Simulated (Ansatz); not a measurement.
An Ansatz input:

```yaml
crystal:
  lattice:
    - [4.4909850963, 0.0, 0.0]
    - [-2.2454925481, 3.8893071814, 0.0]
    - [0.0, 0.0, 7.3487128999]
  atoms:
    - { symbol: Ba, position: [0.3333333333, 0.6666666667, 0.25] }
    - { symbol: Ba, position: [0.6666666667, 0.3333333333, 0.75] }
hamiltonian:
  xc: blyp
  pseudopotentials:
    kind: paw
    azcp:
      Ba: "pseudopotentials/Ba.paw.azcp"
basis:
  ecutwfc: 420
  fft_grid_basis: typed
kpoints:
  mp_grid: { grid: [9, 9, 5], shift: [0, 0, 0] }
magnetization:
  spin_polarized: false
scf:
  occupations: { method: fermi_dirac, width: 0.1 }
  lower_state_search: "off"
output:
  stress: true
```

Terminal output

```
Engine: ansatz 0.2.0, aarch64-unknown-linux-gnu
Pseudopotentials: kind: paw
Pseudopotential: Ba, paw, valence charge 10, recommended cutoff 420 eV (normal) 
Functional definition: BLYP
  parameter beta = 0.0042
  parameter a = 0.04918
  parameter b = 0.132
  parameter c = 0.2533
  parameter d = 0.349
  exchange = b88_x(beta = beta)
  correlation = lyp_c(a = a, b = b, c = c, d = d)
Crystal: 2 atoms, lattice volume = 128.359 Å³
Basis set: ecut = 420 eV, 2539 PW (Γ), exchange–correlation on 64×64×100 points (8 copies of the dense FFT grid, shifted against one another)
Bands: 14, of which v1, the nominal top of the filled ones, is band 10 counted from 1 (9 counted from 0)
Symmetry: 24 space group operations
Space group: P63/mmc (ITA 194), of the structure as read, at distance tolerance 5.0e-5 Å
k-points: 36 of 405
Non-local potential: Ba, projectors of the file, l = 0: 3, l = 1: 2, l = 2: 2, l = 3: 2
PAW form: soft (Blöchl's): semilocal exchange-correlation on the pseudo side does not see the compensation charge
PAW frozen core: Ba, regenerated for the run's functional, and the local potential with it (the file was generated under x = pbe(κ = 0.804, μ = 0.2195149727645171), c = pbe(β = 0.06672455060314922))
PAW one-centre angular grid: Ba, 194 points (default); XC on 64 Gauss nodes
Initial density: superposition of atomic densities (neutral atoms: chi_scale 0, normalization atom), corrected by the library's trained network
Initial wavefunctions: pseudopotential atomic-orbital guess
Functional: x = b88, c = lyp
SCF iter   1: F=—  HF=-11936.619164 eV  |F-HF|=—  |Δ(HF+E_count)|=         —  Δρ=1.90e-3  dr2=4.98e-3  ethr=1.77e-3  ⟨swp⟩=6.9  Hψ=3471  notcnv=0
SCF iter   2: F=—  HF=-11936.619994 eV  |F-HF|=—  |Δ(HF+E_count)|=   8.30e-4  Δρ=1.14e-3  dr2=2.27e-3  ethr=2.49e-5  ⟨swp⟩=2.5  Hψ=1160  notcnv=0
SCF iter   3: F=—  HF=-11936.621404 eV  |F-HF|=—  |Δ(HF+E_count)|=   1.41e-3  Δρ=3.49e-4  dr2=3.45e-4  ethr=1.13e-5  ⟨swp⟩=3.0  Hψ=1010  notcnv=0
SCF iter   4: F=—  HF=-11936.621634 eV  |F-HF|=—  |Δ(HF+E_count)|=   2.29e-4  Δρ=1.09e-4  dr2=2.94e-5  ethr=1.73e-6  ⟨swp⟩=3.0  Hψ=934  notcnv=0
SCF iter   5: F=—  HF=-11936.621641 eV  |F-HF|=—  |Δ(HF+E_count)|=   7.92e-6  Δρ=3.93e-5  dr2=4.64e-6  ethr=1.47e-7  ⟨swp⟩=2.1  Hψ=614  notcnv=0
SCF iter   6: F=—  HF=-11936.621644 eV  |F-HF|=—  |Δ(HF+E_count)|=   2.05e-6  Δρ=1.07e-5  dr2=1.81e-7  ethr=2.32e-8  ⟨swp⟩=2.8  Hψ=856  notcnv=0
SCF iter   7: F=-11936.621644 eV  HF=-11936.621644 eV  |F-HF|=1.62e-8  |Δ(HF+E_count)|=   1.32e-7  Δρ=1.62e-6  dr2=4.08e-9  ethr=5.00e-10  ⟨swp⟩=4.9  Hψ=1907  notcnv=0
SCF 1 converged in 7 iterations: F = -11936.621644 eV  dr2 = 4.08e-9
SCF converged after 7 iterations
Free energy (F): -11936.621644 eV
Harris-Foulkes:  -11936.621644 eV  (|F-HF|=1.62e-8)
Internal energy: -11936.506412 eV  (E = F + TS)
E sigma→0 (E₀):  -11936.564028 eV
Entropy (-TS):   -0.115231 eV (-57.616 meV/atom)
Fermi energy:    6.191944 eV
--- Per-component energies (eV) ---
  E_band       = -165.412020
  E_kinetic    = 332.702312
  E_local      = -766.088086  (includes V_loc(G=0)·N_el)
  E_nonlocal   = 115.228915
  E_hartree    = 242.679399
  E_xc         = -327.414951
  E_vxc        = -260.017201  (∫ρ·V_xc dr)
  E_paw        = -10495.028967  (= ΣΔE_a)
  E_vpaw       = -72.596845  (= ΣTr[D̂ρ^β])
  E_aug_tail   = -0.000004  (compensation charges beyond the density's cutoff)
  E_ewald      = -1038.745860
  E_core_change = 0.160828  (= ΣΔE_core)
  E_smearing   = -0.115231  (= −TS)
  E_closure    = 0.000000  (closes the sum)
  Σ components = -11936.621644   (vs F -11936.621644, Δ=0.00e0)
--- Stress (GPa, compression-positive) ---
        0.375783       0.000000       0.000000
        0.000000       0.375783       0.000000
        0.000000       0.000000       0.368008
  P = ⅓ Tr σ = 0.3732 GPa (3.732 kbar)
```
